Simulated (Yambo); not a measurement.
A BSE run in Yambo for SiO₂ (space group P6_322, No. 182) (PBEsol bands; 6×6×2 mesh, 16 valence and 7 conduction bands, static screening with 101 bands and a 3 Ry block, scissor 2.84 eV, Tamm-Dancoff; field along x) gives:

```csv
state,energy (eV),states within 2 meV,relative strength,class
1,7.27,2,0.07,weak
2,7.73,1,< 0.01,dark
3,7.78,1,< 0.01,dark
4,7.85,2,< 0.01,dark
5,8.01,2,< 0.01,dark
```

Axes are Cartesian, with cell vectors (Å) (5.07, 0.00, 0.00), (-2.53, 4.39, 0.00), (0.00, 0.00, 8.56).

### Question
What changes when the window shrinks to 16 valence and 4 conduction bands?

### Answer
The lowest state goes from 7.273 eV to 7.294 eV, and its distance below the direct gap from 1.248 eV to 1.228 eV. These are vertical excitations (zero momentum). The scissor comes from a G0W0 run whose convergence isn't established.

Geometry of the Materials Project entry, not relaxed at this level; primitive cell a = 5.069 Å, b = 5.069 Å, c = 8.558 Å, α = 90.00°, β = 90.00°, γ = 120.00°.

This is not the ordinary phase of the substance; no match was found in the copy of COD used, and its stability was not checked.
